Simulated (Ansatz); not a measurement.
AlGaN2: two-dimensional strain map

These are results of DFT LDA, scalar-relativistic, plane waves, PAW in Ansatz 0.2.0, not measurements. Settings: plane waves to 420 eV, k-mesh 8×8×6 (Γ-centred), Gaussian smearing 0.05 eV. No spin polarisation. Energies are free energies at this smearing, counted from the undisturbed cell; pressure is positive in compression.

Zero of the scan (as given, not relaxed at this level; it stands at -5.0 GPa, and it needn't be the usual structure):

```xyz
4
Lattice="3.1409 0.0000 0.0000 0.0000 3.1409 0.0000 0.0000 0.0000 4.4238" Properties=species:S:1:pos:R:3 pbc="T T T"
Al    1.5704    1.5704    2.2119
Ga    0.0000    0.0000    0.0000
N     1.5704    0.0000    3.2660
N     0.0000    1.5704    1.1579
```

The cell is strained by p along both x and y and by q along z, fractional coordinates fixed. Points are written (p, q).

p was sampled at -0.030, -0.015, 0.000, 0.015, 0.030 and q at -0.030, -0.015, 0.000, 0.015, 0.030.

Where on the computed points is the energy highest, and how high?

At (0.030, 0.030): 77.8 meV/atom.

Away from (0, 0), which computed point is lowest?

(-0.015, 0.000): -3.3 meV/atom.

The map, in meV/atom:

```csv
p \ q,-0.030,-0.015,0.000,0.015,0.030
-0.030,26.9,14.8,7.7,5.6,8.3
-0.015,4.8,-1.6,-3.3,-0.5,6.7
0.000,-2.0,-3.1,0.0,7.3,18.6
0.015,5.2,8.8,16.3,27.6,42.7
0.030,25.0,32.9,44.4,59.4,77.8
```